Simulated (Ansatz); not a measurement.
## Deforming CoBi

```yaml
crystal:
  lattice:
    - [0.00000, 2.70033, 2.70033]
    - [2.70033, 0.00000, 2.70033]
    - [2.70033, 2.70033, 0.00000]
  atoms:
    - { symbol: Co, position: [0.00000, 0.00000, 0.00000] }
    - { symbol: Bi, position: [0.50000, 0.50000, 0.50000] }
```

Atom numbers follow the list: Co1, Bi2.

The conventional cell has a = 5.401 Å, b = 5.401 Å, c = 5.401 Å, α = 90.00°, β = 90.00°, γ = 90.00°. Around Co (atom 1) lie 6 Bi at 2.70 Å. Around Bi (atom 2) lie 6 Co at 2.70 Å.

The cell was built from the rocksalt type and relaxed in the same program, and has space group Fm-3m; it needn't be a known or the stable phase.

The magnetic state is the one reached from the start moments; no search over orders was made, so it needn't be the ground state.

Spin–orbit coupling is left out, though it moves levels of the heavy atoms by tenths of an eV or more.

Theory: DFT, PBE, all-electron PAW with datasets made for the crystal, scalar-relativistic (Ansatz 0.2.0).

The runs use a Γ-centred 13×13×13 k mesh, Fermi–Dirac smearing of 0.05 eV, cutoff 280 eV (chosen by the program for this cell), spin-polarised from start moments Co1 2 μB.

The unchanged cell is at 0.03 GPa.

In a metal, stresses and small energies carry noise from the k mesh.

x, y and z are the Cartesian axes of the cell as listed; fractional coordinates follow a strain, and an engineering shear is twice the off-diagonal strain component.

With z strained by -1 % at fixed volume: energy change +1 meV/atom; stress change (xx, yy, zz, yz, xz, xy) -0.58, -0.58, 1.26, 0.00, 0.00, 0.00 GPa, compression positive; moment 0.56 → 0.55 μB.

(1) With this change (equal xy, yz and zx engineering shear strains of -2 %), what becomes of the energy and stress and moment?

With atom 1 (Co) moved by (0.0800, 0.0000, 0.0000) Å: energy change +5 meV/atom; stress change (xx, yy, zz, yz, xz, xy) 0.84, -0.08, -0.08, 0.00, 0.00, 0.00 GPa, compression positive; change of the force on Co1 (-0.252, 0.000, 0.000) eV/Å; moment 0.56 → 0.54 μB.

(2) What force constant does this one finite step give for Co1 along its displacement (all its periodic images move with it)?

## Answers

(1) Energy change under 1 meV/atom; stress change (xx, yy, zz, yz, xz, xy) 0.02, 0.02, 0.02, 0.20, 0.20, 0.20 GPa, compression positive; moment 0.56 → 0.56 μB.

(2) k = −ΔF·u/|u|² = 3.14 eV/Å², so the force pulls the atom back.
